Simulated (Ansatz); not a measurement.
SrZrO$_{3}$:
```
CELL_PARAMETERS angstrom
      4.09581     0.00000     0.00000
      0.00000     4.09581     0.00000
      0.00000     0.00000     4.09581
ATOMIC_POSITIONS crystal
  Sr 0.50000 0.50000 0.50000
  Zr 0.00000 0.00000 0.00000
  O  0.00000 0.50000 0.00000
  O  0.50000 0.00000 0.00000
  O  0.00000 0.00000 0.50000
```

Cartesian axes are those of the cell as given.

Give the high-frequency dielectric tensor and the Born effective charge tensors of the independent atoms from DFPT, the program Ansatz at the LDA level (PAW).


ε∞:
```
4.62  0.00  0.00
0.00  4.62  0.00
0.00  0.00  4.62
```
Z* of atom 1 (Sr), rows: field, columns: displacement, in e:
```
2.57  0.00  0.00
0.00  2.57  0.00
0.00  0.00  2.57
```
Z* of atom 2 (Zr), rows: field, columns: displacement, in e:
```
5.99  0.00  0.00
0.00  5.99  0.00
0.00  0.00  5.99
```
Z* of atom 3 (O), rows: field, columns: displacement, in e:
```
-1.87   0.00   0.00
 0.00  -4.82   0.00
 0.00   0.00  -1.87
```

Space group Pm-3m (cubic perovskite). The first step of the workflow began from a Materials Project structure, measured or hypothetical; the Crystallography Open Database files this formula in space group No. 221, but the cells were not matched. Its standing as an ambient phase is unchecked. Symmetry was held in the LDA relaxation. At this level the phase is dynamically unstable (imaginary phonons). The run is not spin-polarised. Scalar-relativistic: spin–orbit coupling is off unless named, which matters more the heavier the elements.

Potentials: the later of the program's two PAW sets.
